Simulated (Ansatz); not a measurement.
The relaxed structure here is a generated cell of InP: the first start was made by placing the elements on the sites of a structure type, and the end was not matched to a known phase here, so it may be hypothetical. Known forms of InP include space group No. 216.

The end point of a relaxation of InP. Method: r2SCAN (plane waves to 500 eV, PAW, scalar-relativistic; Ansatz, an electronic-structure program).

```cif
data_In4P4
_chemical_formula_sum 'In4 P4'
_space_group_name_H-M_alt 'P 1'
_space_group_IT_number 1
_cell_length_a 7.20395
_cell_length_b 7.20395
_cell_length_c 4.18627
_cell_angle_alpha 90.000
_cell_angle_beta 90.000
_cell_angle_gamma 90.000
loop_
_space_group_symop_operation_xyz
  'x, y, z'
loop_
_atom_site_label
_atom_site_type_symbol
_atom_site_fract_x
_atom_site_fract_y
_atom_site_fract_z
_atom_site_occupancy
In1 In 0.32235 0.67765 0.00000 1
In2 In 0.82235 0.82235 0.50000 1
In3 In 0.17765 0.17765 0.50000 1
In4 In 0.67765 0.32235 0.00000 1
P1 P 0.31836 0.31836 0.00000 1
P2 P 0.81836 0.18164 0.50000 1
P3 P 0.18164 0.81836 0.50000 1
P4 P 0.68164 0.68164 0.00000 1
```

### Question
Find the space group and the Wyckoff positions (tolerance 0.01 Å).

### Answer
Space group P4₂/mnm (No. 136); a = b = 7.2039 Å, c = 4.1863 Å, α = β = γ = 90.00°

```csv
atom,site,symmetry,x,y,z
In,4g,m.2m,0.1776,0.1776,0.5000
P,4f,m.2m,0.3184,0.3184,0.0000
```

This is the AFLOW prototype AB_tP8_136_g_f (as in BeO).

### Question
Give the shortest distances between elements (the closest pairs, up to four, under 3.6 Å).

### Answer
In–P 2.54 Å.

The volume per atom is 27.16 Å³ and the band gap is 1.16 eV, direct at Γ (no spin-orbit coupling).

No spin polarisation in the result.

The run could not lose the symmetry of its start; a randomly shaken copy of 8 atoms returns to this structure.
